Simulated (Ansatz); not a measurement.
This cell of Cu (fcc, Cu type) is off equilibrium:

```
CELL_PARAMETERS angstrom
      0.00000     3.57902     3.57902
      1.78951     0.00000     1.78951
      1.78951     1.78951     0.00000
ATOMIC_POSITIONS crystal
  Cu 0.03388 0.97742 0.97742
  Cu 0.46612 0.02258 0.02258
```

All values below come from r2SCAN (plane waves to 500 eV, PAW, scalar-relativistic; Ansatz, a quantum-chemistry and plane-wave program). k mesh 11×22×22 (Γ-centred), Fermi-Dirac smearing 0.05 eV. Compression counts positive. With partly filled bands, energies and forces of such displacements shift with the k mesh and the smearing. Cu is run without spin polarisation. Cu was relaxed with its symmetry unable to fall. The PAW data are Ansatz's earlier set.

What forces act on the atoms (eV/Å, Cartesian)?


| atom | Fx | Fy | Fz |
|---|---|---|---|
| Cu1 | 1.438 | -1.438 | -1.438 |
| Cu2 | -1.438 | 1.438 | 1.438 |

Give the stress tensor in GPa and the pressure.


```
    8.9     -2.4     -2.4
   -2.4      8.9      2.4
   -2.4      2.4      8.9
```
The pressure, a third of the trace, is 8.9 GPa.

(A displaced cell: forces are minus the slopes of the energy, force constants its curvatures, and phonons follow from these.)
